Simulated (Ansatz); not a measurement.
MgO:
```cif
data_Mg4O4
_chemical_formula_sum 'Mg4 O4'
_space_group_name_H-M_alt 'P42/mnm'
_space_group_IT_number 136
_space_group_name_Hall '-P 4n 2n'
_cell_length_a 5.50197
_cell_length_b 5.50197
_cell_length_c 3.26836
_cell_angle_alpha 90.000
_cell_angle_beta 90.000
_cell_angle_gamma 90.000
loop_
_atom_site_label
_atom_site_type_symbol
_atom_site_symmetry_multiplicity
_atom_site_Wyckoff_symbol
_atom_site_fract_x
_atom_site_fract_y
_atom_site_fract_z
_atom_site_occupancy
Mg1 Mg 4 g 0.17911 0.17911 0.50000 1
O1 O 4 f 0.31635 0.31635 0.00000 1
```

Relaxed with r²SCAN. Plane-wave PAW r²SCAN (Ansatz code) gives a gap of 4.15 eV.

Problem. What gap does HSE06 give on the same cell (Ansatz, PAW)?

Solution. 5.11 eV, 0.96 eV more. The hybrid was solved on a coarser mesh and at special points; its gap is the smallest among all of these.

```json
[
 {"k": "Γ", "v1 r²SCAN": "-0.01", "c1 r²SCAN": "4.15", "v1 HSE06": "-0.01", "c1 HSE06": "5.11"},
 {"k": "Z", "v1 r²SCAN": "-0.50", "c1 r²SCAN": "8.59", "v1 HSE06": "[?]", "c1 HSE06": "[?]"},
 {"k": "M", "v1 r²SCAN": "-0.37", "c1 r²SCAN": "7.36", "v1 HSE06": "[?]", "c1 HSE06": "[?]"},
 {"k": "A", "v1 r²SCAN": "-0.43", "c1 r²SCAN": "7.91", "v1 HSE06": "[?]", "c1 HSE06": "[?]"},
 {"k": "R", "v1 r²SCAN": "-0.20", "c1 r²SCAN": "8.80", "v1 HSE06": "[?]", "c1 HSE06": "[?]"},
 {"k": "X", "v1 r²SCAN": "-0.28", "c1 r²SCAN": "6.33", "v1 HSE06": "-0.30", "c1 HSE06": "7.34"}
]
```

Problem. Top valence (v1) and lowest conduction level (c1) in eV from each method's valence maximum (which need not be a listed point): supply the withheld HSE06 values.

Solution. 
- Z, v1 HSE06: -0.56
- Z, c1 HSE06: 9.65
- A, v1 HSE06: -0.46
- A, c1 HSE06: 8.90
- R, v1 HSE06: -0.24
- R, c1 HSE06: 9.81
- M, v1 HSE06: -0.40
- M, c1 HSE06: 8.40

Cost on shared cores: the r²SCAN run (SCF on a 5×5×9 mesh, then bands and DOS) very roughly 100 core-seconds, the HSE06 run (SCF on 3×3×5, then a few points) very roughly 110 core-seconds; the tasks are unlike.

Space group P4_2/mnm. The start of the workflow was typed in or built on a structure type; neither database checked (COD, Materials Project) lists it. It is not the phase usual at ambient conditions (space group No. 225). The r²SCAN relaxation kept the symmetry of its start; its stability against distortions is not shown here.

Potentials: the earlier of the program's two PAW sets.
